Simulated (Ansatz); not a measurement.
AlAu:
```
AlAu
1.0
    3.18124     0.00000     0.00000
    0.00000     3.18124     0.00000
    0.00000     0.00000     3.18124
Al Au
1 1
Direct
  0.00000   0.00000   0.00000
  0.50000   0.50000   0.50000
```

Relaxed with r²SCAN.

Problem. Map the electron localisation function on the plane through (0.000, 0.000, 0.000) spanned by u = [1, 0, 0] and v = [0, 1, 1] in lattice vectors, from DFT-r²SCAN in the program Ansatz with PAW potentials.

Solution. x is the fraction of u, y of v (the angle between them is 90°; rows are the nearest grid lines); atoms in the plane: Al at (0.00, 0.00), Au at (0.50, 0.50).
```
y \ x   0.000  0.0625  0.188  0.250  0.375  0.438  0.562  0.625  0.750  0.812  0.938   1.00
------  -----  ------  -----  -----  -----  -----  -----  -----  -----  -----  -----  -----
1.00    0.023   0.077  0.054  0.237  0.380  0.350  0.350  0.380  0.237  0.054  0.077  0.023
0.909   0.014   0.017  0.232  0.407  0.405  0.357  0.357  0.405  0.407  0.232  0.017  0.014
0.864   0.086   0.129  0.460  0.520  0.408  0.351  0.351  0.408  0.520  0.460  0.129  0.086
0.773   0.467   0.493  0.530  0.478  0.342  0.307  0.307  0.342  0.478  0.530  0.493  0.467
0.682   0.345   0.349  0.345  0.329  0.390  0.430  0.430  0.390  0.329  0.345  0.349  0.345
0.636   0.264   0.275  0.303  0.348  0.482  0.525  0.525  0.482  0.348  0.303  0.275  0.264
0.545   0.182   0.207  0.347  0.474  0.605  0.683  0.683  0.605  0.474  0.347  0.207  0.182
0.455   0.182   0.207  0.347  0.474  0.605  0.683  0.683  0.605  0.474  0.347  0.207  0.182
0.364   0.264   0.275  0.303  0.348  0.482  0.525  0.525  0.482  0.348  0.303  0.275  0.264
0.318   0.345   0.349  0.345  0.329  0.390  0.430  0.430  0.390  0.329  0.345  0.349  0.345
0.227   0.467   0.493  0.530  0.478  0.342  0.307  0.307  0.342  0.478  0.530  0.493  0.467
0.136   0.086   0.129  0.460  0.520  0.408  0.351  0.351  0.408  0.520  0.460  0.129  0.086
0.0909  0.014   0.017  0.232  0.407  0.405  0.357  0.357  0.405  0.407  0.232  0.017  0.014
0.000   0.023   0.077  0.054  0.237  0.380  0.350  0.350  0.380  0.237  0.054  0.077  0.023
```

The density is the valence pseudo-density with augmentation charge, so density and ELF within about 1 Å of a nucleus are not all-electron values.

Space group Pm-3m (CsCl type). The first step of the workflow began from a Materials Project structure, measured or hypothetical; the Crystallography Open Database copy checked does not list it. With Al and Au taken as one species the cell has the higher symmetry Im-3m, so it may be an ordered model of a mixed-site phase. Whether it is the stable phase at ambient conditions was not checked. The cell was relaxed with r²SCAN under the symmetry of its start. At this level the phase is mechanically unstable. Scalar-relativistic: spin–orbit coupling is off unless named, which matters more the heavier the elements.

Potentials: the later of the program's two PAW sets.
